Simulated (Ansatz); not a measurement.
This Sn2TeS structure is the end of a relaxation. The cell was found from a structure generator's guess, not taken from experiment.

Computed with DFT PBE, scalar-relativistic, plane waves, PAW (Ansatz 0.2.0). Cutoff 420 eV, Γ-centred mesh, Gaussian smearing, no spin polarisation.

```
Sn Te S
1.0
     2.16983    1.25275    7.04151
    -2.16983    1.25275    7.04151
     0.00000   -2.50550    7.04151
Sn Te S
2 1 1
Cartesian
  0.0000 0.0000 15.6555
  0.0000 0.0000 5.4690
  0.0000 0.0000 10.5623
  0.0000 0.0000 0.0000
```

Energies over the elements count from the elements' standard structures at the same level, with no fitted energy shifts. The references include grey tin.

(1) What space group does it have?

(2) How far does it lie from the elements in energy?

(3) Is it a metal?

## Answers

(1) R-3m (No. 166), with Te and S ordered on rock salt sites. Conventional cell: a = 4.340 Å, c = 21.125 Å. Around Sn lie 3 S at 2.96 Å and 3 Te at 3.17 Å; Te is surrounded by 6 Sn at 3.17 Å; S has 6 Sn at 2.96 Å.

(2) −0.329 eV/atom. Whether it is stable depends on the other phases of the system, which aren't compared here.

(3) No, the gap on the 12×12×12 mesh is 0.09 eV.

The last run used a 12×12×12 mesh for its 4-atom cell and Gaussian smearing of 0.01 eV. These runs have no spin–orbit coupling, which can matter for Te. Kohn–Sham gaps at this level usually fall short of measured ones. The missing spin–orbit coupling can work the other way here. The reference forms of S and Te are held partly by dispersion forces, which this level lacks. Small gaps are read on the mesh alone, and bands can cross between its points. A structure relaxed within its symmetry needn't be a true minimum.
